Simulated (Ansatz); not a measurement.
YCl3 (space group C2/m)

```yaml
crystal:
  lattice:
    - [3.42684, -5.91395, 0.00000]
    - [3.42684, 5.91395, 0.00000]
    - [-2.26569, 0.00000, 5.91321]
  atoms:
    - { symbol: Y, position: [0.16632, 0.83368, 0.00000] }
    - { symbol: Y, position: [0.83368, 0.16632, 0.00000] }
    - { symbol: Cl, position: [0.93722, 0.58114, 0.24502] }
    - { symbol: Cl, position: [0.06278, 0.41886, 0.75498] }
    - { symbol: Cl, position: [0.41886, 0.06278, 0.75498] }
    - { symbol: Cl, position: [0.58114, 0.93722, 0.24502] }
    - { symbol: Cl, position: [0.78002, 0.78002, 0.74737] }
    - { symbol: Cl, position: [0.21998, 0.21998, 0.25263] }
```

The slice is a (001) plane (indices of the conventional cell) through the point (0.780, 0.780, 0.747) (fractional), spanned by u = [110] and v = [1 -1 0] in vectors of this cell: u (6.85 Å) and v (11.83 Å, at 90° to u). It covers one period; positions are fractions (u, v).

The numbers are results of r2SCAN+rVV10 (plane waves to 500 eV, PAW, scalar-relativistic; Ansatz, a program for electronic structure), not measurements. k mesh 6×6×6. Near the nuclei the fields are pseudised (PAW); where an atom keeps semicore shells as valence, they peak there. YCl3 is run without spin polarisation. YCl3 was relaxed with its symmetry unable to fall.

Q: Predict the map of the electron localisation function (ELF) on the slice.

A: 
| v \ u | 0.00 | 0.11 | 0.21 | 0.32 | 0.42 | 0.53 | 0.63 | 0.74 | 0.84 | 0.95 |
|---|---|---|---|---|---|---|---|---|---|---|
| 0.94 | 0.87 | 0.84 | 0.18 | 0.11 | 0.62 | 0.62 | 0.11 | 0.01 | 0.71 | 0.87 |
| 0.84 | 0.03 | 0.02 | 0.06 | 0.84 | x | 0.83 | 0.76 | 0.02 | 0.01 | 0.03 |
| 0.75 | 0.86 | 0.62 | 0.03 | 0.70 | 0.86 | 0.85 | 0.37 | 0.07 | 0.78 | 0.86 |
| 0.66 | x | 0.84 | 0.11 | 0.01 | 0.03 | 0.03 | 0.02 | 0.21 | 0.87 | x |
| 0.56 | 0.66 | 0.28 | 0.01 | 0.57 | 0.86 | 0.87 | 0.78 | 0.05 | 0.26 | 0.66 |
| 0.47 | 0.11 | 0.02 | 0.01 | 0.73 | 0.87 | x | 0.84 | 0.19 | 0.02 | 0.11 |
| 0.38 | 0.89 | 0.79 | 0.05 | 0.02 | 0.24 | 0.31 | 0.05 | 0.10 | 0.83 | 0.87 |
| 0.28 | 0.82 | 0.79 | 0.04 | 0.40 | 0.74 | 0.65 | 0.06 | 0.20 | 0.86 | x |
| 0.19 | 0.17 | 0.02 | 0.07 | 0.85 | x | x | 0.76 | 0.02 | 0.13 | 0.24 |
| 0.09 | 0.80 | 0.61 | 0.04 | 0.52 | 0.84 | 0.84 | 0.47 | 0.01 | 0.42 | 0.77 |
| 0.00 | x | 0.86 | 0.57 | 0.01 | 0.01 | 0.00 | 0.00 | 0.15 | 0.85 | x |

Values: electron localisation function (ELF). Points within 0.5 Å of a nucleus are blanked (x), as the pseudised field means little there.
